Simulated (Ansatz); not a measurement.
A free-standing Janus 1T monolayer of PtOS was relaxed with 5 functionals in Ansatz 0.2.0, cell and atoms free, the symmetry of the start kept (meshes: PBE 12×12×1, r2SCAN 12×12×1, PBEsol 12×12×1, LDA 12×12×1, HSE06 6×6×1). No spin polarisation. The prototype was imposed, so other structures may be more stable.

The HSE06 result:
```yaml
crystal:
  lattice:
    - [3.32147, 0.00000, 0.00000]
    - [-1.66073, 2.87647, 0.00000]
    - [0.00000, 0.00000, 29.10783]
  atoms:
    - { symbol: Pt, position: [0.00000, 0.00000, 0.31225] }
    - { symbol: O, position: [0.33333, 0.66667, 0.34451] }
    - { symbol: S, position: [0.66667, 0.33333, 0.27082] }
```
Periodic in the plane only; c spans the vacuum.

In-plane lattice: a = 3.321 Å, b = 3.321 Å, γ = 120.0°; thickness between the outer nuclei 2.15 Å. Around Pt lie 3 O at 2.14 Å and 3 S at 2.27 Å; around O lie 3 Pt at 2.14 Å; around S lie 3 Pt at 2.27 Å.

Q: What lattice does r2SCAN give?

A: a = 3.343 Å; the area differs by +1.3 % from HSE06's. Pt has 3 O at 2.16 Å and 3 S at 2.27 Å; O has 3 Pt at 2.16 Å; S has 3 Pt at 2.27 Å.

Q: How does the cell change with PBEsol?

A: a = 3.342 Å; the area differs by +1.2 % from HSE06's. Pt has 3 O at 2.15 Å and 3 S at 2.26 Å; O has 3 Pt at 2.15 Å; S has 3 Pt at 2.26 Å.

Q: Held at the r2SCAN cell, what mean stress do LDA and PBE find, and does its sign point to their own minimum?

A: Yes. LDA -2.68 N/m, and its relaxed area is -1.4 % from r2SCAN's; PBE +2.29 N/m, and its relaxed area is +2.3 % from r2SCAN's. Compression counts positive, so a positive stress asks for a larger cell.
